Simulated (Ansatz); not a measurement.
SnRu$_{3}$C (anti-perovskite, Pm-3m) at seven volumes, r²SCAN (plane waves, PAW; program Ansatz), scaled uniformly. One row is withheld.

| V (Å³/atom) | P (GPa) |
|---|---|
| 12.248 | 31.20 |
| 12.652 | ? |
| 13.055 | 8.67 |
| 13.459 | 0.00 |
| 13.863 | -7.29 |
| 14.267 | -13.41 |
| 14.670 | -18.54 |

Question: Fit the shown pressures and predict the withheld one.

Answer: Third-order Birch–Murnaghan: P = (3/2)B₀(x^(7/2) − x^(5/2))[1 + (3/4)(B′ − 4)(x − 1)] with x = (V₀/V)^(2/3). Least squares on the six rows gives V₀ = 13.459 Å³/atom, B₀ = 264.2 GPa, B′ = 4.76. At V = 12.652, x = 1.0421 and P = 18.93 GPa. The run itself gave 18.96 GPa.

The start of the workflow was typed in or built on a structure type; neither database checked (COD, Materials Project) lists it. Whether it is the stable phase at ambient conditions was not checked. The r²SCAN relaxation kept the symmetry of its start; whether a distortion lowers the energy is not shown. The run is not spin-polarised. Spin–orbit coupling is left out wherever it is not named.

Potentials: the earlier of the program's two PAW sets.
